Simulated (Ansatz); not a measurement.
An Ansatz (a program for electronic structure) input:

Ansatz 0.2 input:
```yaml
crystal:
  lattice:
    - [5.8784812283, 4.9573480655, 0.0]
    - [-5.8784812283, 4.9573480655, 0.0]
    - [-4.530975655, 0.0, 6.2042495409]
  atoms:
    - { symbol: Hf, position: [0.2141915023, 0.2141915023, 0.25] }
    - { symbol: Hf, position: [0.7858084977, 0.7858084977, 0.75] }
    - { symbol: Hf, position: [0.7767648502, 0.3658822362, 0.3332951182] }
    - { symbol: Hf, position: [0.2232351498, 0.6341177638, 0.6667048818] }
    - { symbol: Hf, position: [0.3658822362, 0.7767648502, 0.1667048818] }
    - { symbol: Hf, position: [0.6341177638, 0.2232351498, 0.8332951182] }
    - { symbol: F, position: [0.6826920765, 0.2586144019, 0.1062838543] }
    - { symbol: F, position: [0.3173079235, 0.7413855981, 0.8937161457] }
    - { symbol: F, position: [0.2586144019, 0.6826920765, 0.3937161457] }
    - { symbol: F, position: [0.7413855981, 0.3173079235, 0.6062838543] }
    - { symbol: F, position: [0.1827131122, 0.401523207, 0.9249012731] }
    - { symbol: F, position: [0.8172868878, 0.598476793, 0.0750987269] }
    - { symbol: F, position: [0.401523207, 0.1827131122, 0.5750987269] }
    - { symbol: F, position: [0.598476793, 0.8172868878, 0.4249012731] }
    - { symbol: F, position: [0.3928418921, 0.3928418921, 0.75] }
    - { symbol: F, position: [0.6071581079, 0.6071581079, 0.25] }
    - { symbol: F, position: [0.738729785, 0.5021063854, 0.7826595473] }
    - { symbol: F, position: [0.261270215, 0.4978936146, 0.2173404527] }
    - { symbol: F, position: [0.5021063854, 0.738729785, 0.7173404527] }
    - { symbol: F, position: [0.4978936146, 0.261270215, 0.2826595473] }
    - { symbol: F, position: [0.969816174, 0.7231412322, 0.650407079] }
    - { symbol: F, position: [0.030183826, 0.2768587678, 0.349592921] }
    - { symbol: F, position: [0.7231412322, 0.969816174, 0.849592921] }
    - { symbol: F, position: [0.2768587678, 0.030183826, 0.150407079] }
    - { symbol: F, position: [0.0, 0.5, 0.5] }
    - { symbol: F, position: [0.5, 0.0, 0.0] }
    - { symbol: F, position: [0.8292264467, 0.0634731538, 0.5445205901] }
    - { symbol: F, position: [0.1707735533, 0.9365268462, 0.4554794099] }
    - { symbol: F, position: [0.0634731538, 0.8292264467, 0.9554794099] }
    - { symbol: F, position: [0.9365268462, 0.1707735533, 0.0445205901] }
kpoints:
  mp_grid: { grid: [3, 3, 3] }
hamiltonian:
  xc: hse06
  pseudopotentials: { azcp: { folder: ./paw }, kind: paw }
scf:
  n_extra_bands: 30
  occupations: { method: fixed }
output:
  eigenvalues: true
  eigenstates:
    e_range: [-9.0, 17.2]
    kpoints:
      - [0.333333, -0.333333, 0.364583]  # VBM
      - [0.0, 0.0, 0.0]  # CBM
      - [0.0, 0.0, 0.0]  # GAMMA
      - [0.5, 0.5, 0.0]  # Y
      - [0.0, 0.0, 0.5]  # A
      - [-0.5, 0.5, 0.5]  # M_2
      - [0.0, 0.5, 0.0]  # V_2
      - [0.0, 0.5, 0.5]  # L_2
      - [-0.2765671246, 0.7234328754, 0.5]  # I
      - [0.2765671246, 0.2765671246, 0.5]  # I_2
```

### Question
How many symmetry operations and irreducible k-points will the run report?

### Answer
4 operations, 10 of 27 k-points.

### Question
With a cutoff of 420 eV, how many plane waves at Γ?

### Answer
7051.

It took very roughly 30 core-minutes on shared server cores.

The points marked VBM and CBM come from a semilocal run.

Space group C2/c. The first step of the workflow began from a Materials Project structure, measured or hypothetical; the Crystallography Open Database files this formula in space group No. 15, but the cells were not matched. Whether it is the stable phase at ambient conditions was not checked. The r²SCAN relaxation kept the symmetry of its start; its stability against distortions is not shown here. No spin polarisation was allowed. Scalar-relativistic: spin–orbit coupling is off unless named, which matters more the heavier the elements.

Potentials: the earlier of the program's two PAW sets. The files were generated under PBE; for other functionals the program regenerates the frozen cores, and for LDA and PBEsol the local potential too.

Ansatz is a plane-wave DFT program.
